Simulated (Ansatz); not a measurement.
## ZnPtC6N6 — N-14 nuclear quadrupole resonance

Cell: an entry of the Crystallography Open Database (COD), ions relaxed with PBE at fixed cell.

Space group Fm-3m (No. 225); a = 10.5220 Å.

| site | Wyckoff | site symmetry | x | y | z |
| --- | --- | --- | --- | --- | --- |
| Zn | 4b | m-3m | 0.5000 | 0.5000 | 0.5000 |
| Pt | 4a | m-3m | 0.0000 | 0.0000 | 0.0000 |
| C | 24e | 4m.m | 0.5000 | 0.5000 | 0.1902 |
| N | 24e | 4m.m | 0.5000 | 0.5000 | 0.3001 |

One atom of each set is listed; the run and its k-mesh use a cell of 14 atoms with edges of 7.44, 7.44, 7.44 Å.

Computed with Ansatz: DFT, r2SCAN, plane waves and PAW, scalar-relativistic, 500 eV cutoff, Γ-centred 6×6×6 k-points, Fermi–Dirac smearing 0.05 eV.

N-14: I = 1, Q = 20.44 mb (year-2017 value). Static lattice, zero field.

(1) At which frequencies do the N-14 NQR lines lie?

Answers

(1) For I = 1 the lines are ν± = (3/4)|C_Q|(1 ± η/3) and ν₀ = |C_Q|η/2.

```tsv
site	atoms	V_zz (10²¹ V/m²)	C_Q (MHz)	η	line frequencies (MHz)
N	6	-6.09	-3.01	0.00	2.26
```

An axis of threefold or higher order runs through N, so V_zz lies along it and η is zero.

The largest force is 0.8 eV/Å, so the atoms aren't at the calculated equilibrium and relaxing them would move these values. The database entry as given showed forces above 3 eV/Å or a pressure above 30 GPa, though relaxing it moves no atom far.
